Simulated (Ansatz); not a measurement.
ZrO$_{2}$:
```
CELL_PARAMETERS angstrom
      0.00000     2.54470     2.54470
      2.54470     0.00000     2.54470
      2.54470     2.54470     0.00000
ATOMIC_POSITIONS crystal
  Zr 0.00000 0.00000 0.00000
  O  0.25000 0.25000 0.25000
  O  0.75000 0.75000 0.75000
```

Relaxed with r²SCAN.

Q: Give the Bader charges and basin volumes of the independent atoms, the program Ansatz at the r²SCAN level (PAW).

A: 

```
atom  Bader charge (e)  Bader volume (Å³)
----  ----------------  -----------------
Zr1              +2.72                9.7
O2               -1.36               11.6
```

Space group Fm-3m (fluorite). This is a known high-temperature phase of the composition, computed here at zero pressure and temperature. The cell was relaxed with r²SCAN under the symmetry of its start; its stability against distortions is not shown here. No spin polarisation was allowed.

Potentials: the later of the program's two PAW sets.
